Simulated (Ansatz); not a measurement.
Input:

SnSe:
```
CELL_PARAMETERS angstrom
     11.51299     0.00000     0.00000
      0.00000     4.17432     0.00000
      0.00000     0.00000     4.37175
ATOMIC_POSITIONS crystal
  Sn 0.61868 0.75000 0.40737
  Sn 0.38132 0.25000 0.59263
  Sn 0.88132 0.25000 0.90737
  Sn 0.11868 0.75000 0.09263
  Se 0.14265 0.25000 0.52278
  Se 0.85735 0.75000 0.47722
  Se 0.35735 0.75000 0.02278
  Se 0.64265 0.25000 0.97722
```

This is the PBE+D3(BJ)-relaxed structure. x, y and z are the axes in which the lattice vectors are written.

Task: All from PBE+D3(BJ) (plane waves, PAW; program Ansatz), unless another level is named. Estimate the hole effective mass.

Result: 0.13, 0.24, 0.55 mₑ (principal values).

Task: What about the gap with spin–orbit coupling?

Result: 0.39 eV.

Task: Predict the valence-band maximum.

Result: on the Γ–Z line, 70 % of the way from Γ (k = 0.000, 0.000, 0.352).

Space group Pnma. The PBE+D3(BJ) relaxation kept the symmetry of its start. Scalar-relativistic: spin–orbit coupling is off unless named, which matters more the heavier the elements.

Potentials: the later of the program's two PAW sets.
